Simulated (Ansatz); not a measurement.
TaAs₂:
```
CELL_PARAMETERS angstrom
      4.63384     1.67456     0.00000
     -4.63384     1.67456     0.00000
     -3.80599     0.00000     6.68535
ATOMIC_POSITIONS crystal
  Ta 0.84296 0.15704 0.80472
  Ta 0.15704 0.84296 0.19528
  As 0.14032 0.85968 0.52764
  As 0.85968 0.14032 0.47236
  As 0.59434 0.40566 0.89128
  As 0.40566 0.59434 0.10872
```

Relaxed with LDA. Special points in fractions of this cell's reciprocal vectors: Γ (0.000, 0.000, 0.000); C (0.293, 0.293, 0.000); C2 (-0.293, 0.707, 0.000); Y2 (-0.500, 0.500, 0.000); M2 (-0.500, 0.500, 0.500); D (-0.267, 0.733, 0.500); D2 (0.267, 0.267, 0.500); A (0.000, 0.000, 0.500); L2 (0.000, 0.500, 0.500); V2 (0.000, 0.500, 0.000).

**Question.** List the band energies nearest the Fermi level at these points for the program Ansatz at the LDA level (PAW).

**Answer.** In eV from the Fermi level; about four levels below and three above (degenerate sets whole), none deeper than 8.9 eV; points with the same levels are listed once.

```json
[
 {"k": "Γ", "below": "-1.97 -1.25 -0.95 -0.42", "above": "0.98 1.36 1.95"},
 {"k": "C", "below": "-2.41 -1.82 -1.71 -1.29", "above": "0.84 1.00 1.88"},
 {"k": "Y2", "below": "-1.05 -0.99 -0.24 -0.10", "above": "0.68 0.94 1.72"},
 {"k": "M2", "below": "-1.96 -1.15 -0.90 -0.78", "above": "0.14 0.63 1.17"},
 {"k": "D", "below": "-2.60 -2.36 -1.91 -0.93", "above": "1.24 1.55 1.72"},
 {"k": "A", "below": "-1.94 -1.54 -0.89 -0.30", "above": "0.11 2.30 2.33"},
 {"k": "L2", "below": "-2.23 -1.99 -1.68 -0.85", "above": "0.55 1.39 1.91"},
 {"k": "V2", "below": "-2.40 -2.08 -1.63 -1.21", "above": "1.58 1.98 2.50"}
]
```

Space group C2/m. The first step of the workflow began from a Materials Project structure, measured or hypothetical; the Crystallography Open Database copy checked does not list it. Its standing as an ambient phase is unchecked. The cell was relaxed with LDA under the symmetry of its start; whether a distortion lowers the energy is not shown. The run is not spin-polarised. Scalar-relativistic: spin–orbit coupling is off unless named, which matters more the heavier the elements.

Potentials: the later of the program's two PAW sets.
